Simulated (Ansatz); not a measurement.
AgPt:
```
CELL_PARAMETERS angstrom
      2.74691     0.00000     0.00000
      0.00000     2.74691     0.00000
      0.00000     0.00000     4.16935
ATOMIC_POSITIONS crystal
  Ag 0.00000 0.00000 0.00000
  Pt 0.50000 0.50000 0.50000
```

This is the PBEsol-relaxed structure.

### Question
All from plane-wave PAW PBEsol (Ansatz code), unless another level is named. Give the density of states at the Fermi level.

### Answer
0.61 states/eV per atom (mean over ±0.08 eV).

### Question
And the formation energy from the elements (no fitted shifts)?

### Answer
5.4 kJ/mol of atoms.

Space group P4/mmm (L1₀ or tetragonal B2). The start of the workflow was typed in or built on a structure type; neither database checked (COD, Materials Project) lists it. Whether it is the stable phase at ambient conditions was not checked. Symmetry was held in the PBEsol relaxation; whether a distortion lowers the energy is not shown. The run is not spin-polarised. The references are the lowest solids computed at this level, not always the standard phases. Scalar-relativistic: spin–orbit coupling is off unless named, which matters more the heavier the elements.

Potentials: the earlier of the program's two PAW sets. The files were generated under PBE; for other functionals the program regenerates the frozen cores, and for LDA and PBEsol the local potential too.
